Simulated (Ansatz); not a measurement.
Relaxed candidate structures of BeTe:

**A**
```cif
data_Be2Te2
_chemical_formula_sum 'Be2 Te2'
_space_group_name_H-M_alt 'P 1'
_space_group_IT_number 1
_cell_length_a 3.80007
_cell_length_b 3.80007
_cell_length_c 6.87992
_cell_angle_alpha 90.000
_cell_angle_beta 90.000
_cell_angle_gamma 90.000
loop_
_space_group_symop_operation_xyz
  'x, y, z'
loop_
_atom_site_label
_atom_site_type_symbol
_atom_site_fract_x
_atom_site_fract_y
_atom_site_fract_z
_atom_site_occupancy
Be1 Be 0.00000 0.50000 0.00000 1
Be2 Be 0.50000 0.00000 0.50000 1
Te1 Te 0.00000 0.00000 0.25000 1
Te2 Te 0.00000 0.00000 0.75000 1
```

**B**
```xyz
4
Lattice="5.0326 0.0000 0.0000 0.0000 5.0326 0.0000 0.0000 0.0000 4.7249" Properties=species:S:1:pos:R:3 pbc="T T T"
Be     0.0000     2.5163     0.2919
Be     2.5163     0.0000     4.4330
Te     2.5163     2.5163     0.0000
Te     0.0000     0.0000     0.0000
```

**C**
```
CELL_PARAMETERS angstrom
      6.37247     0.00000     0.00000
      0.00000     4.39869     0.00000
     -1.25893     0.00000     6.43329
ATOMIC_POSITIONS crystal
  Be 0.11154 0.69583 0.84303
  Be 0.88846 0.69583 0.15697
  Be 0.50000 0.94341 0.00000
  Be 0.50000 0.97603 0.50000
  Te 0.24936 0.16085 0.71481
  Te 0.27385 0.63611 0.21917
  Te 0.72615 0.63611 0.78083
  Te 0.75064 0.16085 0.28519
```

**D**
```
BeTe
1.0
    4.02359     0.00000     0.00000
   -2.01179     3.48453     0.00000
    0.00000     0.00000     8.99312
Be Te
3 3
Cartesian
  2.01180   0.00000   4.49656
 -1.00589   1.74226   1.49886
  1.00590   1.74226   7.49426
  2.01180   0.00000   0.00000
 -1.00589   1.74226   5.99542
  1.00590   1.74226   2.99770
```

**E**
```
BeTe
1.0
    0.00000     2.82854     2.82854
    2.82854     0.00000     2.82854
    2.82854     2.82854     0.00000
Be Te
1 1
Direct
  0.75000   0.75000   0.75000
  0.50000   0.50000   0.50000
```

**F**
```cif
data_Be2Te2
_chemical_formula_sum 'Be2 Te2'
_space_group_name_H-M_alt 'P 1'
_space_group_IT_number 1
_cell_length_a 3.83081
_cell_length_b 3.83081
_cell_length_c 6.65932
_cell_angle_alpha 107.702
_cell_angle_beta 107.702
_cell_angle_gamma 61.208
loop_
_space_group_symop_operation_xyz
  'x, y, z'
loop_
_atom_site_label
_atom_site_type_symbol
_atom_site_fract_x
_atom_site_fract_y
_atom_site_fract_z
_atom_site_occupancy
Be1 Be 0.00000 0.50000 0.50000 1
Be2 Be 0.50000 0.00000 0.00000 1
Te1 Te 0.68062 0.31938 0.75000 1
Te2 Te 0.31938 0.68062 0.25000 1
```

Question: Rank these by energy per atom (lowest first), as r2SCAN (plane waves to 500 eV, PAW, scalar-relativistic; Ansatz, an electronic-structure program) gives it.

Answer: E (reference), D (+0.275 eV/atom), C (+0.325 eV/atom), F (+0.58 eV/atom), A (+0.76 eV/atom), B (+0.84 eV/atom)

Question: Which candidates are metallic at this level, and what gaps do the others have?

Answer: No gap: A, B, F. C: 1.20 eV (no spin-orbit coupling); D: 1.78 eV (no spin-orbit coupling); E: 2.38 eV (no spin-orbit coupling).

Probably no minimum, since a slightly shaken restart fell lower: P4₂/mmc, tP4 (by 0.44 eV/atom, to P2); P4/nmm, tP4 (by 0.72 eV/atom, to P4/nmm); C2/c, mS8 (by 0.58 eV/atom, to F-43m).  5 generated cells of layers, chains or molecules, poorly bound without dispersion, are left out. Each run could gain symmetry but not lose that of its start, so entries can be saddle points. From databases, or of a type measured for this composition: F-43m, cF8, zinc blende type; the others are generated cells (placed on structure types, drawn at random, substituted or restacked) that were not matched to a known phase here. Static energies at zero pressure. No spin polarisation in the result. No dispersion correction is included, so spacings between layers, chains or molecules are soft and tend to come out too large. Without spin-orbit coupling the bands of the heavy element are not split, so the gap can be far off.
